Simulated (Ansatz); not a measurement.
Given:

TiSnO:
```cif
data_O2Sn2Ti2
_chemical_formula_sum 'Ti2 Sn2 O2'
_space_group_name_H-M_alt 'P4/nmm :1'
_space_group_IT_number 129
_space_group_name_Hall 'P 4ab 2ab -1ab'
_cell_length_a 3.91655
_cell_length_b 3.91655
_cell_length_c 6.75178
_cell_angle_alpha 90.000
_cell_angle_beta 90.000
_cell_angle_gamma 90.000
loop_
_space_group_symop_operation_xyz
  'x, y, z'
  '-y+1/2, x+1/2, z'
  '-x, -y, z'
  'y+1/2, -x+1/2, z'
  'x+1/2, -y+1/2, -z'
  '-y, -x, -z'
  '-x+1/2, y+1/2, -z'
  'y, x, -z'
  '-x+1/2, -y+1/2, -z'
  'y, -x, -z'
  'x+1/2, y+1/2, -z'
  '-y, x, -z'
  '-x, y, z'
  'y+1/2, x+1/2, z'
  'x, -y, z'
  '-y+1/2, -x+1/2, z'
loop_
_atom_site_label
_atom_site_type_symbol
_atom_site_symmetry_multiplicity
_atom_site_Wyckoff_symbol
_atom_site_fract_x
_atom_site_fract_y
_atom_site_fract_z
_atom_site_occupancy
Ti1 Ti 2 c 0.50000 0.00000 0.33036 1
Sn1 Sn 2 a 0.00000 0.00000 0.00000 1
O1 O 2 c 0.00000 0.50000 0.41086 1
```

This is the PBEsol-relaxed structure.

### Question
All from PBEsol (plane waves, PAW; program Ansatz), unless another level is named. Give the highest zone-centre frequency.

### Answer
687 cm^-1.

### Question
Give the bulk modulus (Birch–Murnaghan fit).

### Answer
48.1 GPa.

The start of the workflow was typed in or built on a structure type; neither database checked (COD, Materials Project) lists it. Its standing as an ambient phase is unchecked. The PBEsol relaxation kept the symmetry of its start. At this level the phase is dynamically unstable (imaginary phonons). The workflow began spin-polarised and lost its moments. As this level gives no gap, phonon frequencies hold no LO–TO term and depend on the k-mesh and smearing (Fermi–Dirac, 0.1 eV here). Scalar-relativistic: spin–orbit coupling is off unless named, which matters more the heavier the elements.

Potentials: the earlier of the program's two PAW sets. The files were generated under PBE; for other functionals the program regenerates the frozen cores, and for LDA and PBEsol the local potential too.
